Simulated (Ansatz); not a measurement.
Relaxed bulk LuPd, space group Pm-3m (No. 221):

```yaml
crystal:
  lattice:
    - [3.38978, 0.00000, 0.00000]
    - [0.00000, 3.38978, 0.00000]
    - [0.00000, 0.00000, 3.38978]
  atoms:
    - { symbol: Lu, position: [0.00000, 0.00000, 0.00000] }
    - { symbol: Pd, position: [0.50000, 0.50000, 0.50000] }
```

Miller indices refer to the conventional cell of Pm-3m (No. 221), a = 3.390 Å, b = 3.390 Å, c = 3.390 Å, α = 90.00°, β = 90.00°, γ = 90.00°.

Consider the (110) slab of 5 planes, 9.6 Å thick with 15 Å of vacuum as cut; outer planes LuPd (top) and LuPd (bottom), all atoms relaxed.

All numbers below come from DFT PBEsol, scalar-relativistic, plane waves, PAW in Ansatz. Settings: cutoff 420 eV, Γ-centred mesh 10×7×1 on the computed 10-atom cell, Gaussian smearing of 0.10 eV; no spin polarisation. The cell repeats along c with a dipole correction in the vacuum.

Problem. Give the surface energy (mean of both faces).

Solution. 1.26 J/m².

Problem. Estimate the work function.

Solution. 3.51 eV.

Problem. The top two planes lie 2.397 Å apart in the bulk. How does relaxation change this?

Solution. The spacing becomes 2.267 Å (-5.4 %), and the top plane rumples by 0.243 Å.

Slabs this thin can still miss converged surface energies by a few hundredths of a J/m² and work functions by about a tenth of an eV.

Spin-orbit coupling is left out, which matters for the bands of heavy elements. The CsCl structure is a prototype's; whether LuPd takes it wasn't checked.

γ = (E_slab − N·E_bulk)/2A = 2.564 eV / (2 × 16.25 Å²) = 78.9 meV/Å² = 1.26 J/m², with N = 10 atoms. The cut crosses 4 bonds a cell (neighbours within 10 % of the shortest distances), so each costs 0.64 eV on this count. The top two spacings change in opposite senses (-5.4 and +1.5 %). The top plane, flat in the bulk, buckles with Lu 0.24 Å above Pd.
